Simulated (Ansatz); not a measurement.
MgZn₂ in space group P6_3/mmc (No. 194; Mg on 4f, Zn on 2a, Zn on 6h) at seven volumes, DFT-r²SCAN in the program Ansatz with PAW potentials, shape and atoms relaxed at each. One row is withheld.

| V (Å³/atom) | P (GPa) |
|---|---|
| 14.571 | ? |
| 15.052 | 5.36 |
| 15.532 | 2.45 |
| 16.012 | -0.01 |
| 16.493 | -2.08 |
| 16.973 | -3.84 |
| 17.453 | -5.32 |

Q: Fit the shown pressures and predict the withheld one.

A: Third-order Birch–Murnaghan: P = (3/2)B₀(x^(7/2) − x^(5/2))[1 + (3/4)(B′ − 4)(x − 1)] with x = (V₀/V)^(2/3). Least squares on the six rows gives V₀ = 16.011 Å³/atom, B₀ = 75.24 GPa, B′ = 4.62. At V = 14.571, x = 1.0648 and P = 8.82 GPa. The run itself gave 8.79 GPa.

The first step of the workflow began from a Materials Project structure, measured or hypothetical; the Crystallography Open Database copy checked does not list it. Whether it is the stable phase at ambient conditions was not checked. The cell was relaxed with r²SCAN under the symmetry of its start; its stability against distortions is not shown here.

Potentials: the later of the program's two PAW sets.
